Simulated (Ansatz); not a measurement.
One crystal and one scan (frozen-phonon scan) at two levels, PBE (plane waves to 420 eV, PAW, scalar-relativistic; Ansatz, a first-principles code) and r2SCAN (plane waves to 500 eV, PAW, scalar-relativistic; Ansatz), each from its own relaxed cell and on its own mesh.

The crystal is ZnSe (zinc blende); a phonon pattern at L = (0.5, 0.0, 0.0) is frozen into a 4-atom cell, Q being the largest atomic displacement.

ZnSe was relaxed with its symmetry unable to fall. Both scans cover Q from -0.280 to 0.280 Å.

| quantity | run 1 | run 2 |
|---|---|---|
| Lattice constant a (Å) | 5.733 | 5.665 |
| Energy at Q = 0.280 Å (meV/cell) | 1848 | 2048 |
| Harmonic wavenumber from the curvature (finite differences) (cm⁻¹ (negative: imaginary)) | 195 | 206 |

Q: Which run is which level?

A: Run 1 is PBE, run 2 is r2SCAN. PBE gives the higher value for: lattice constant a. PBE gives the lower value for: energy at Q = 0.280 Å; harmonic wavenumber from the curvature. Both give the same space group of the distorted cell: P1 (No. 1), lowered from F-43m.

(For displaced atoms, the force is minus the slope of the energy, and its curvature is a force constant, which sets phonon frequencies.)
